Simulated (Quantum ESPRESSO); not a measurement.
Space group P-3m1 (No. 164); a = 4.5565 Å, b = 4.5565 Å, c = 6.9699 Å, α = 90.00°, β = 90.00°, γ = 120.00°

```csv
atom,site,symmetry,x,y,z
H,6i,.m.,0.3188,0.1594,0.1364
H,2d,3m.,0.3333,0.6667,0.3908
Mg,2d,3m.,0.3333,0.6667,0.1120
Fe,1a,-3m.,0.0000,0.0000,0.0000
Ba,1b,-3m.,0.0000,0.0000,0.5000
```

The geometry is that of Materials Project entry mp-643264, symmetrised and not relaxed again.

Task: What does LDA (Quantum ESPRESSO, PseudoDojo norm-conserving, 90 Ry, without SOC) give for the electronic structure near the Fermi level?

Result: The LDA gap is indirect, 1.18 eV, from L to M; the smallest direct gap is 1.35 eV. 

The structure is a Materials Project entry; no match was found in the copy of COD used, and its stability was not checked.

The runs are not spin-polarised; magnetic order was not tried.
